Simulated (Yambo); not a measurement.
```
CELL_PARAMETERS angstrom
      1.86561    -5.48694     0.00000
      1.86561     5.48694     0.00000
      0.00000     0.00000     3.88344
ATOMIC_POSITIONS crystal
  Cl 0.86505 0.13495 0.25000
  Cl 0.13495 0.86505 0.75000
  Ag 0.39852 0.60148 0.75000
  Ag 0.60148 0.39852 0.25000
```

AgCl (space group Cmcm, No. 63) under isotropic strain of +1 % on all lattice vectors: mean Im ε in 1 eV windows above the direct gap of 3.32 eV, for different electron-hole kernels (Yambo, broadening 0.15 eV, norm-conserving PBEsol (Quantum ESPRESSO, 82 Ry, scalar-relativistic) bands; 4×4×4 mesh, 16 valence and 5 conduction bands, static screening with 56 bands and a 4 Ry block, scissor 1.51 eV, Tamm-Dancoff; field along x).

```tsv
window (eV)	independent quasiparticles	BSE
3.3 to 4.3	1.2	6.9
4.3 to 5.3	6.3	7.0
5.3 to 6.3	6.6	6.9
6.3 to 7.3	6.0	3.4
7.3 to 8.3	3.5	4.9
```

This run doesn't resolve bound excitons or single peaks, so only averages are given, and they too depend on the mesh; weight that the attraction moves below the gap isn't listed. All transitions below 8.93 eV are in the band window. The scissor comes from a G0W0 run whose convergence isn't established.

Spin-orbit splittings are left out.

Geometry strained from the cell relaxed with PBEsol, atoms relaxed again.

This is not the ordinary phase of the substance; no match was found in the copy of COD used, and its stability was not checked.
